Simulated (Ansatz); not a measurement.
HfSc (P-6m2), DFT, LDA, PAW with Ansatz's default frozen-core files, scalar-relativistic (Ansatz).

Command: `ansatz run input.yaml --threads 1 --pin off --max-ram 3072MiB --backend cpu --events-out ev --progress --plain --runs-dir out`

```yaml
crystal:
  lattice:
    - [3.2401204, 0.0, 0.0]
    - [-1.6200602, 2.8060265777, 0.0]
    - [0.0, 0.0, 5.10412931]
  atoms:
    - { symbol: Hf, position: [0.6666666667, 0.3333333333, 0.5], spin: 18.5 }
    - { symbol: Sc, position: [0.3333333333, 0.6666666667, 0.0], spin: 18.5 }
magnetization:
  spin_polarized: true
  initial_magnetization: 37.0
  spin_locking: { lock_magnetization: hard }
kpoints:
  mp_grid: { grid: [10, 10, 6] }
scf:
  occupations: { method: fermi_dirac, width: 0.03 }
  max_iter: 50
  lower_state_search: "off"
hamiltonian:
  xc: lda
  pseudopotentials: { kind: paw }
output:
  forces: true
  stress: true
  eigenvalues: true
```

Output:

```
Warning: output.stress: scf.convergence.dr2_threshold = 1e-7 eV (the SCF's general default) is looser than the 2e-10 eV advised for a printed stress (1e-10 eV for each atom of the cell: 2). What an SCF threshold leaves in a stress goes as its square root, and in the free energy as the threshold itself, and one threshold admits the most on a small cell: of the crystals measured, under no hybrid fun …
Engine: ansatz 0.2.0
Pseudopotentials: kind: paw
Pseudopotential: Hf, paw, valence charge 26, recommended cutoff 420 eV (normal), Hf.paw.azcp
Pseudopotential: Sc, paw, valence charge 11, recommended cutoff 420 eV (normal), Sc.paw.azcp
Functional definition: SPW92
  exchange = slater_x
  correlation = pw_c
Crystal: 2 atoms, lattice volume = 46.406 Å³
Basis set: ecut = 420 eV, 929 PW (Γ)
Bands: 45, of which v1, the nominal top of the filled ones, is band 19 counted from 1 (18 counted from 0)
Symmetry: 12 space group operations
Space group: P-6m2 (ITA 187), of the structure as read, at distance tolerance 3.6e-5 Å
Magnetic group: BNS 187.209 (UNI 1439), of the structure as read, at distance tolerance 3.6e-5 Å
k-points: 56 of 600 (time reversal used)
Non-local potential: Hf, projectors of the file, l = 0: 3, l = 1: 2, l = 2: 2, l = 3: 3
Non-local potential: Sc, projectors of the file, l = 0: 3, l = 1: 2, l = 2: 3, l = 3: 1
PAW form: soft (Blöchl's): semilocal exchange-correlation on the pseudo side does not see the compensation charge
PAW frozen core: Hf, regenerated for the run's functional, and the local potential with it (the file was generated under x = pbe(κ = 0.804, μ = 0.2195149727645171), c = pbe(β = 0.06672455060314922))
PAW frozen core: Sc, regenerated for the run's functional, and the local potential with it (the file was generated under x = pbe(κ = 0.804, μ = 0.2195149727645171), c = pbe(β = 0.06672455060314922))
PAW one-centre angular grid: Hf, 590 points (default); XC on 64 Gauss nodes
PAW one-centre angular grid: Sc, 590 points (default); XC on 64 Gauss nodes
Initial density: superposition of atomic densities (chi_scale 0.1, normalization cell)
Starting moments: Σ|m| = 37 μB on 2 of 2 sites
Initial wavefunctions: pseudopotential atomic-orbital guess
Functional: x = slater, c = lda
SCF iter   1: F=—  HF=-17105.272330 eV  |F-HF|=—  |Δ(HF+E_count)|=         —  Δρ=7.42e-1 (↑7.42e-1 ↓3.55e-1)  dr2=6.15e2  dr2_m=2.01e1  M=37.000 μB ∫|m|=37.000 μB  β_m=0.30  ethr=3.10e-3  ⟨swp⟩=8.6  Hψ=23461  notcnv=0
preconditioner: auto → Kerker (q_TF=auto, 2.627 Å⁻¹)  [metal: Δε(μ)=0.025 eV  Ē_g=17.727 eV  σ=0.030 eV  W_gap=0.21  n_scr=22 (ndim 8)  ℏωp=25.5 eV  f_vac=0.000  D(μ)=1.10/eV (n_scr^D=2)]
spin=Collinear: Kerker preconditioning applied to the charge; magnetization (m = ρ↑ − ρ↓) channel mixes plain (no charge-response kernel on spin).
SCF iter   2: F=—  HF=-16861.515358 eV  |F-HF|=—  |Δ(HF+E_count)|=    2.44e2  Δρ=4.54e-1 (↑4.54e-1 ↓3.13e-1)  dr2=3.20e2  dr2_m=4.58e0  M=37.000 μB ∫|m|=37.000 μB  β_m=0.50  ethr=3.10e-3  ⟨swp⟩=4.5  Hψ=19842  notcnv=0  defer=428
SCF iter   3: F=—  HF=-16685.597754 eV  |F-HF|=—  |Δ(HF+E_count)|=    1.76e2  Δρ=1.69e-1 (↑9.35e-2 ↓1.69e-1)  dr2=4.68e1  dr2_m=1.84e0  M=37.000 μB ∫|m|=37.000 μB  β_m=0.63  ethr=3.10e-3  ⟨swp⟩=7.8  Hψ=22386  notcnv=0  defer=441
SCF iter   4: F=—  HF=-16666.584404 eV  |F-HF|=—  |Δ(HF+E_count)|=    1.90e1  Δρ=8.33e-2 (↑8.33e-2 ↓4.89e-2)  dr2=9.10e-1  dr2_m=1.44e0  M=37.000 μB ∫|m|=37.000 μB  β_m=0.82  ethr=3.10e-3  ⟨swp⟩=9.1  Hψ=19783  notcnv=0  defer=481
SCF iter   5: F=—  HF=-16669.333541 eV  |F-HF|=—  |Δ(HF+E_count)|=    2.75e0  Δρ=2.09e-2 (↑2.09e-2 ↓7.15e-3)  dr2=1.10e-1  dr2_m=7.66e-2  M=37.000 μB ∫|m|=37.000 μB  β_m=0.91  ethr=2.46e-3  ⟨swp⟩=7.4  Hψ=17317  notcnv=0  defer=502
SCF iter   6: F=—  HF=-16669.389986 eV  |F-HF|=—  |Δ(HF+E_count)|=   5.64e-2  Δρ=7.26e-3 (↑7.26e-3 ↓2.17e-3)  dr2=2.18e-2  dr2_m=6.40e-3  M=37.000 μB ∫|m|=37.000 μB  β_m=0.89  ethr=2.98e-4  ⟨swp⟩=7.3  Hψ=16235  notcnv=0  defer=437
SCF iter   7: F=—  HF=-16669.400875 eV  |F-HF|=—  |Δ(HF+E_count)|=   1.09e-2  Δρ=2.14e-3 (↑2.14e-3 ↓8.36e-4)  dr2=2.68e-3  dr2_m=5.02e-4  M=37.000 μB ∫|m|=37.000 μB  β_m=0.94  ethr=5.89e-5  ⟨swp⟩=6.1  Hψ=14640  notcnv=0  defer=430
SCF iter   8: F=—  HF=-16669.400968 eV  |F-HF|=—  |Δ(HF+E_count)|=   9.22e-5  Δρ=5.63e-4 (↑5.63e-4 ↓3.49e-4)  dr2=4.72e-4  dr2_m=3.72e-5  M=37.000 μB ∫|m|=37.000 μB  β_m=0.93  ethr=7.24e-6  ⟨swp⟩=5.6  Hψ=14506  notcnv=0  defer=436
[...]
iter 15 did not close the SCF: its close was put off for the readings that it lacked (scf_convergence_deferred on its scf_iter line)
SCF iter  15: F=-16669.401898 eV  HF=-16669.401898 eV  |F-HF|=7.71e-10  |Δ(HF+E_count)|=   3.66e-9  Δρ=7.57e-8 (↑7.57e-8 ↓3.67e-8)  dr2=4.30e-12  dr2_m=7.80e-13  M=37.000 μB ∫|m|=37.000 μB  β_m=1.00  ethr=1.00e-12  ⟨swp⟩=1.7  Hψ=11955  notcnv=0
iter 16 did not close the SCF: its close was put off for the readings that it lacked (scf_convergence_deferred on its scf_iter line)
SCF iter  16: F=-16669.401898 eV  HF=-16669.401898 eV  |F-HF|=2.18e-10  |Δ(HF+E_count)|=  5.46e-10  Δρ=3.58e-8 (↑3.58e-8 ↓1.91e-8)  dr2=1.16e-12  dr2_m=1.26e-13  M=37.000 μB ∫|m|=37.000 μB  β_m=1.00  ethr=1.00e-12  ⟨swp⟩=1.5  Hψ=11897  notcnv=0
iter 17 did not close the SCF: its close was put off for the readings that it lacked (scf_convergence_deferred on its scf_iter line)
SCF iter  17: F=-16669.401898 eV  HF=-16669.401898 eV  |F-HF|=4.73e-11  |Δ(HF+E_count)|=  1.71e-10  Δρ=2.12e-8 (↑2.12e-8 ↓8.30e-9)  dr2=2.30e-13  dr2_m=7.43e-14  M=37.000 μB ∫|m|=37.000 μB  β_m=1.00  ethr=1.00e-12  ⟨swp⟩=1.4  Hψ=11501  notcnv=0
iter 18 did not close the SCF: its close was put off for the readings that it lacked (scf_convergence_deferred on its scf_iter line)
SCF iter  18: F=-16669.401898 eV  HF=-16669.401898 eV  |F-HF|=0.00e0  |Δ(HF+E_count)|=  4.73e-11  Δρ=1.28e-8 (↑1.28e-8 ↓2.57e-9)  dr2=1.04e-13  dr2_m=2.05e-14  M=37.000 μB ∫|m|=37.000 μB  β_m=1.00  ethr=1.00e-12  ⟨swp⟩=1.4  Hψ=11677  notcnv=0
iter 19 met the thresholds in force, and the SCF goes on: an eigenvalue changes by 1.25 meV, over its tolerance of 1.00 meV (output.eigenvalues, Limitations)
SCF iter  19: F=-16669.401898 eV  HF=-16669.401898 eV  |F-HF|=3.64e-12  |Δ(HF+E_count)|=  3.64e-12  Δρ=3.18e-9 (↑3.18e-9 ↓7.71e-10)  dr2=5.96e-15  dr2_m=1.41e-15  M=37.000 μB ∫|m|=37.000 μB  β_m=1.00  ethr=1.00e-12  ⟨swp⟩=1.2  Hψ=11133  notcnv=0
SCF iter  20: F=-16669.401898 eV  HF=-16669.401898 eV  |F-HF|=0.00e0  |Δ(HF+E_count)|=  3.64e-12  Δρ=2.30e-10 (↑2.30e-10 ↓9.66e-11)  dr2=4.61e-17  dr2_m=7.05e-18  M=37.000 μB ∫|m|=37.000 μB  ethr=1.00e-12  ⟨swp⟩=1.0  Hψ=10924  notcnv=0
Error: refused after 20 iterations: one_centre_occupation = 2.72e0 (threshold 2.00e0); read on the Hf atom at site 0 (counted from 0), in its partial waves of l = 2. The loop had accepted its state. The figure is how many electrons the atom's PAW partial-wave expansion lays in one spin orbital inside its sphere. Of a state that the partial waves describe, at an atom whose sphere does not reach far …
```

Question: What is wrong with this input?

Answer: The held moment exceeds what the valence shells can carry, so semicore states are emptied in one spin channel; any energy it gives is meaningless.
